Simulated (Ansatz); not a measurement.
Starting cell, AlN (wurtzite):

```
AlN
1.0
    3.13030     0.00000     0.00000
   -1.56515     2.71092     0.00000
    0.00000     0.00000    10.03603
Al N
4 4
Direct
  0.66667   0.33333   0.00169
  0.66667   0.33333   0.50169
  0.33333   0.66667   0.25169
  0.33333   0.66667   0.75169
  0.66667   0.33333   0.31091
  0.66667   0.33333   0.81091
  0.33333   0.66667   0.06091
  0.33333   0.66667   0.56091
```

A phonon eigenvector at A = (0.0, 0.0, 0.5) is frozen into this cell: atom i moves by Q times the vector below, so Q is the largest atomic displacement, in Å. The cell is held. It is one choice among 2 degenerate patterns. (q is in reciprocal vectors of the primitive cell; the cell shown is doubled to hold the pattern.)

| atom | x | y | z |
|---|---|---|---|
| Al1 | 0.000 | 0.000 | -0.477 |
| Al2 | 0.000 | 0.000 | 0.477 |
| Al3 | 0.000 | 0.000 | -0.164 |
| Al4 | 0.000 | 0.000 | 0.164 |
| N5 | 0.000 | 0.000 | -0.434 |
| N6 | 0.000 | 0.000 | 0.434 |
| N7 | 0.000 | 0.000 | 1.000 |
| N8 | 0.000 | 0.000 | -1.000 |

Calculation: PBE (plane waves to 420 eV, PAW, scalar-relativistic; Ansatz, a quantum-chemistry and plane-wave program). k mesh 12×12×4 (Γ-centred), Fermi-Dirac smearing 0.05 eV. AlN was relaxed with its symmetry unable to fall. 

| Q (Å) | −dE/dQ from forces (eV/Å) |
|---|---|
| -0.280 | 32.121 |
| -0.233 | 26.514 |
| -0.187 | 21.079 |
| -0.140 | 15.737 |
| -0.093 | 10.458 |
| -0.047 | 5.220 |
| 0.000 | 0.000 |
| 0.047 | -5.220 |
| 0.093 | -10.458 |
| 0.140 | -15.737 |
| 0.187 | -21.079 |
| 0.233 | -26.514 |
| 0.280 | -32.121 |

Q: What harmonic wavenumber does the curvature at Q = 0 give?

A: 804 cm⁻¹. E″ = 111.78 eV/Å², M = Σ mᵢ|uᵢ|² = 47.0 u, ν̃ = 521.5·√(|E″|/M).

(For displaced atoms, the force is minus the slope of the energy, and its curvature is a force constant, which sets phonon frequencies.)
